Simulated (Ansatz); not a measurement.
## GaP — core-level photoemission

Cell: a COD entry, its atoms then relaxed with PBE in this cell, repeated to a supercell; a hole's nearest image is 7.7 Å away.

Space group F-43m (No. 216); a = 5.4505 Å.

```csv
site,Wyckoff,site symmetry,x,y,z
Ga1,4a,-43m,0.0000,0.0000,0.0000
P9,4c,-43m,0.2500,0.2500,0.2500
```

One atom of each set is listed; the run and its k-mesh use a cell of 16 atoms with edges of 7.71, 7.71, 7.71 Å.

The numbers come from a DFT calculation in Ansatz (PBE, plane waves and PAW, scalar-relativistic, 420 eV cutoff, Γ-centred 3×3×3 k-points, fixed occupations).

Each value is a total-energy difference between the cell with one core hole and the ground state (ΔSCF), counted from the top of the valence band. The cell with the hole is spin-polarised, as the shell with the hole is left with one unpaired spin. The periodic images are corrected with the calculated ε∞ = 10.18.

(1) Give the Ga 2p, P 2p lines of each distinct site.

The program doubts some values: the cell is too small to check the potential alignment. Absolute PBE values can be off by an eV or more. Multiplets, satellites and widths aren't calculated.

The run took 73 s of wall time (73 s of CPU time) and 0.73 GiB at its peak, on 1 thread of Arm Neoverse V2 (aarch64; 8 cores open to the job, memory cap 2.5 GiB, no GPU), a shared host with a load of 0.5 a core.

Answers

(1) 

```json
{"line": "Ga 2p", "atom": "1", "first shell": "4 P at 2.36 Å", "E_B (eV)": "1121.4", "j = l + ½ / j = l − ½ (eV)": "1112.4 / 1139.5"}
{"line": "P 2p", "atom": "9", "first shell": "4 Ga at 2.36 Å", "E_B (eV)": "128.7", "j = l + ½ / j = l − ½ (eV)": "128.4 / 129.3"}
```

For p, d and f shells E_B is the weighted mean of the two lines, whose splitting comes from the free atom's Dirac orbitals.
